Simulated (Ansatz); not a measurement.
# FeO: ⁵⁷Fe Mössbauer parameters

Cell: an entry of the Crystallography Open Database (COD), ions relaxed with PBE at fixed cell.

```yaml
crystal:
  lattice:
    - [1.51882, 0.87689, 2.51958]
    - [-1.51882, 0.87689, 2.51958]
    - [0.00000, -1.75378, 2.51958]
  atoms:
    - { symbol: Fe, position: [0.00000, 0.00000, 0.00000] }
    - { symbol: O, position: [0.50000, 0.50000, 0.50000] }
```

Atoms are numbered from 1 in the order listed; like atoms form one site, named after its first atom.

Computed with Ansatz: DFT, PBE+U (U = 4.0 eV on Fe d), plane waves and PAW, scalar-relativistic, collinear spin, 420 eV cutoff, Γ-centred 13×13×13 k-points, Fermi–Dirac smearing 0.05 eV. Start moments as typed (μB): 4 on each Fe, none on the rest.

Isomer shifts (against α-Fe) follow from the electron density at the nucleus, δ = α(ρ − ρ₀), with α = -0.366 mm s⁻¹ a₀³ and ρ₀ = 14904.00 a₀⁻³ from a line fitted to 10 measured compounds at this level of theory (rms miss 0.11 mm/s). ΔE_Q = ½eQV_zz(1 + η²/3)^½ with Q = 0.160 b for the 14.4 keV state. B_c is the Fermi-contact field along the atom's own moment; orbital and dipolar fields are not included.

Task: Where do the absorption lines lie when the magnetic splitting is averaged out (above the ordering temperature, with the gradients of this state)?

Result: Fe (1 atom a cell): δ = 1.08, |ΔE_Q| = 3.50 mm/s, a doublet at -0.67 and 2.83 mm/s.

Task: And the six lines of Fe from the contact field alone, leaving the quadrupole term aside?

Result: With |B_c| = 20.5 T and nuclear moments 0.090604 and -0.15532 μN the lines lie at -2.23, -0.84, 0.56, 1.60, 2.99, 4.39 mm/s, in the ratio 3:2:1:1:2:3 for a powder.

At this cell the PBE+U pressure is 11 GPa, so with PBE+U the cell would grow if it were relaxed. The entry's cell may itself be off. With these PAW files V_zz is typically within 2 to 3 % of all-electron values, but misses above 10 % occur on Fe. Measured FeO orders antiferromagnetically, but in this run all moments are parallel, as the start or the cell imposes: fields and spin densities carried over to other atoms belong to this order alone, and gaps, moments and gradients can differ too. Semilocal functionals underestimate the core's spin polarisation, so contact fields of ionic iron come out too small in magnitude. On Fe B_c is a small difference of large parts, and can be wrong severalfold and even in sign.

The run took 2.1 min of wall time (2.1 min of CPU time) and 1.3 GiB at its peak, on 1 thread of Arm Neoverse V2 (aarch64; 28 cores open to the job, memory cap 3.0 GiB, no GPU), a shared host with a load of 0.8 a core.
